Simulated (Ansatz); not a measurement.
Question: Name crystals whose computed values (PBEsol (plane waves, PAW; program Ansatz)) fall in these windows: G_Hill (GPa) 110 to 130; Θ_D (K) 460 to 600; B₀ by P(V) fit (GPa) 210 to 270.

Answer: 

```json
[
 {"crystal": "Co, hcp (Mg type)", "G_Hill (GPa)": "120", "Θ_D (K)": "542", "B₀ by P(V) fit (GPa)": "244"},
 {"crystal": "AlRu, CsCl type", "G_Hill (GPa)": "116", "Θ_D (K)": "531", "B₀ by P(V) fit (GPa)": "219"}
]
```
Others may fit too.

Spin orders computed, not proven ground states: Co, hcp (Mg type) ferromagnetic. All cells were relaxed under the symmetry of their starts (and spin orders); stability against distortions was not tested throughout. Rows with no word on spin ran without spin polarisation. Spin–orbit coupling is left out wherever it is not named.

Potentials: the later of the program's two PAW sets.
